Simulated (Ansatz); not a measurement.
Values for one crystal, relaxed and computed with r²SCAN (plane waves, PAW; program Ansatz); other levels are named.

- Volume per atom: 27.86 Å³
- Band gap: 2.09 eV (direct)
- Mechanical stability: stable (all eigenvalues of C positive)
- HSE06 gap on the r²SCAN cell: 2.34 eV
- Electron effective mass: 0.23, 0.27, 0.27 mₑ (principal values)
- Hill bulk and shear moduli: 45.3 and 16.8 GPa
- Elastic constants (relaxed ions, GPa): C11 = 72.7, C12 = 32.4, C13 = 29.0, C14 = -6.8, C33 = 82.0, C44 = 13.7

Question: Which of these materials gives this?
A) Mg2TeS, R3m (Mg on 3a, Mg on 3a, Te on 3a, S on 3a)
B) SnTe, rock salt
C) ZnS, wurtzite
D) FeTeAs, P2_1/c (Fe on 4e, Te on 4e, As on 4e)

Answer: A, Mg2TeS, R3m (Mg on 3a, Mg on 3a, Te on 3a, S on 3a)

The first step of the workflow began from a Materials Project structure, measured or hypothetical; the Crystallography Open Database copy checked does not list it. Whether it is the stable phase at ambient conditions was not checked. The r²SCAN relaxation kept the symmetry of its start; its stability against distortions is not shown here. Scalar-relativistic: spin–orbit coupling is off unless named, which matters more the heavier the elements.

Potentials: the later of the program's two PAW sets.
